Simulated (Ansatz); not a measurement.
HgO:
```
CELL_PARAMETERS angstrom
      3.52173     0.00000     0.00000
     -1.76086     3.04990     0.00000
      0.00000     0.00000     8.61490
ATOMIC_POSITIONS crystal
  Hg 0.75377 0.75377 0.00000
  Hg 0.24623 0.00000 0.66667
  Hg 0.00000 0.24623 0.33333
  O  0.46540 0.46540 0.50000
  O  0.53460 0.00000 0.16667
  O  0.00000 0.53460 0.83333
```

Relaxed with LDA. Special points in fractions of this cell's reciprocal vectors: Γ (0.000, 0.000, 0.000); M (0.500, 0.000, 0.000); K (0.333, 0.333, 0.000); A (0.000, 0.000, 0.500); L (0.500, 0.000, 0.500); H (0.333, 0.333, 0.500).

Task: List the band energies nearest the valence-band maximum at these points for LDA (plane waves, PAW; program Ansatz).

Result: In eV from the valence-band maximum; about four levels below and three above (degenerate sets whole), none deeper than 8.9 eV; points with the same levels are listed once.

| k | below | above |
|---|---|---|
| Γ | -1.92 -1.92 -0.57 -0.20 -0.20 | 1.35 3.43 3.43 |
| M | -1.30 -0.88 -0.50 -0.48 | 3.21 3.98 4.16 |
| K | -2.22 -2.22 -1.14 -0.62 -0.62 | 4.44 4.68 4.68 |
| A | -1.60 -1.60 -0.61 -0.22 -0.22 | 2.01 2.01 3.88 |
| L | -1.69 -1.27 -0.57 -0.31 | 3.15 3.80 4.28 |
| H | -2.01 -1.52 -1.52 -0.13 | 4.59 4.59 4.75 |

Space group P3_221. The first step of the workflow began from a Materials Project structure, measured or hypothetical; the Crystallography Open Database copy checked does not list it. COD files the formula under space group No. 44, 62, so this cell is another polymorph or a model. Whether it is the stable phase at ambient conditions was not checked. The cell was relaxed with LDA under the symmetry of its start; whether a distortion lowers the energy is not shown. A crystal of weakly bound chains computed without a dispersion correction: the cell and the soft elastic constants depend strongly on that. Scalar-relativistic: spin–orbit coupling is off unless named, which matters more the heavier the elements.

Potentials: the later of the program's two PAW sets.
